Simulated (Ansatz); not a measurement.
**Si (I4/mmm), a film clamped to a substrate**

Method: DFT r2SCAN, scalar-relativistic, plane waves, PAW in Ansatz. Cutoff 500 eV, Γ-centred 10×10×10 k-points, Gaussian smearing of 0.03 eV. No spin polarisation. Energies are free energies at this smearing, counted from the undisturbed cell; pressure is positive in compression.

The starting cell (as given, not relaxed at this level; it stands at 0.1 GPa; this form isn't the usual structure):

```
Si
1.0
    -3.32544    3.32544    1.92239
     3.32544   -3.32544    1.92239
     3.32544    3.32544   -1.92239
Si
4
Direct
  0.17880 0.17880 0.35760
  0.82120 0.82120 0.64240
  0.17880 0.82120 0.00000
  0.82120 0.17880 0.00000
```

The cell (4 atoms, V0 = 85.04 Å³) is strained by p along both x and y and by q along z, fractional coordinates fixed. τp = (1/V0) ∂E/∂p = (σxx + σyy)(1 + p)(1 + q) and τq = (1/V0) ∂E/∂q = σzz(1 + p)², with tension positive.

```csv
p,q,ΔE (meV/atom),τp (GPa),τq (GPa)
0.000,0.000,0.00,-0.22,-0.05
-0.015,0.000,7.77,-7.75,-0.94
0.015,0.000,6.31,6.42,0.77
0.000,-0.015,3.54,-1.12,-3.57
0.000,0.015,3.12,0.59,3.13
```

Get the second derivatives of the energy density.

Central differences give A = ∂τp/∂p = 472 GPa (C11 + C22 + 2 C12), C = ∂τq/∂q = 223 GPa (C33) and the cross term B = ∂τq/∂p = 57 GPa (C13 + C23); ∂τp/∂q = 57 GPa must equal B, and any difference shows higher-order terms. The ions are clamped.

A film of this crystal grows with z along the normal on a substrate that imposes p. How does its thickness respond, and what does the misfit cost?

Count p and q from the stress-free cell. A free surface needs τq = 0, so q = −(B/C) p = -0.25 p. The energy density left is (A − B²/C) p²/2 = M p², with the biaxial modulus M = 229 GPa; a misfit of 1 % costs 3.04 meV/atom, against 3.13 meV/atom if the thickness were held.

At p = 0.030 the energies along q are 32.5 (q = -0.030), 25.3 (q = -0.015), 25.0 (q = 0.000), 31.1 (q = 0.015), 42.8 (q = 0.030) meV/atom.

Does the linear rule hold at this misfit?

A parabola through the lowest point and its neighbours has its minimum at q = -0.007, 24.4 meV/atom. With the stress left in the starting cell, τp0 and τq0, linear elasticity gives q = −(τq0 + Bp)/C = -0.007 and E = V0(τp0 p + τq0 q + Ap²/2 + Bpq + Cq²/2)/N = 26.5 meV/atom. The two agree within a tenth in energy.

Forces appear on the atoms along this scan, and letting them relax would lower the energy and soften the response. The gap closes along the scan, which can put kinks into the curve.